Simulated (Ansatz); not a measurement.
Input:

ZnInNO:
```
CELL_PARAMETERS angstrom
      3.43928     0.00000     0.00000
     -1.71964     2.97850     0.00000
      0.00000     0.00000     5.39802
ATOMIC_POSITIONS crystal
  In 0.33333 0.66667 0.51024
  Zn 0.66667 0.33333 0.99672
  O  0.33333 0.66667 0.11100
  N  0.66667 0.33333 0.63204
```

This is the PBEsol-relaxed structure.

All from PBEsol (plane waves, PAW; program Ansatz), unless another level is named. Predict the electronic character.

no gap, with almost no states at the Fermi level (zero-gap or semimetallic).

Predict the HSE06 gap on the PBEsol cell.

1.07 eV (a hybrid on a coarse mesh can open a false gap in a semimetal).

What about the formation energy from the elements (no fitted shifts)?

-658 meV/atom.

Predict the gap with spin–orbit coupling.

none (metallic).

Space group P3m1. The start of the workflow was typed in or built on a structure type; neither database checked (COD, Materials Project) lists it. Whether it is the stable phase at ambient conditions was not checked. Symmetry was held in the PBEsol relaxation; its stability against distortions is not shown here. The references are the lowest solids computed at this level, not always the standard phases (solids in place of the gases). Scalar-relativistic: spin–orbit coupling is off unless named, which matters more the heavier the elements.

Potentials: the earlier of the program's two PAW sets. The files were generated under PBE; for other functionals the program regenerates the frozen cores, and for LDA and PBEsol the local potential too.
